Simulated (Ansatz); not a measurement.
Cr:
```
Cr
1.0
   -1.40708     1.40708     1.40708
    1.40708    -1.40708     1.40708
    1.40708     1.40708    -1.40708
Cr
1
Direct
  0.00000   0.00000   0.00000
```

Relaxed with PBEsol. Special points in fractions of this cell's reciprocal vectors: Γ (0.000, 0.000, 0.000); H (0.500, -0.500, 0.500); N (0.000, 0.000, 0.500); P (0.250, 0.250, 0.250).

Task: List the band energies nearest the Fermi level at these points for the program Ansatz at the PBEsol level (PAW).

Result: In eV from the Fermi level; about four levels below and three above (degenerate sets whole), none deeper than 8.9 eV; … stands for higher levels left out; points with the same levels are listed once.

| k | below | above |
|---|---|---|
| Γ | -8.06 -0.98 -0.98 -0.98 | … |
| H | -4.62 -4.62 | 2.60 2.60 2.60 |
| N | -4.68 -2.62 | 1.15 1.18 1.53 |
| P | -2.46 -2.46 -2.46 | 1.59 1.59 … |

Space group Im-3m (bcc (W type)). The PBEsol relaxation kept the symmetry of its start. The workflow began spin-polarised and lost its moments. Textbook magnetic order: a spin-density-wave antiferromagnet.

Potentials: the later of the program's two PAW sets.
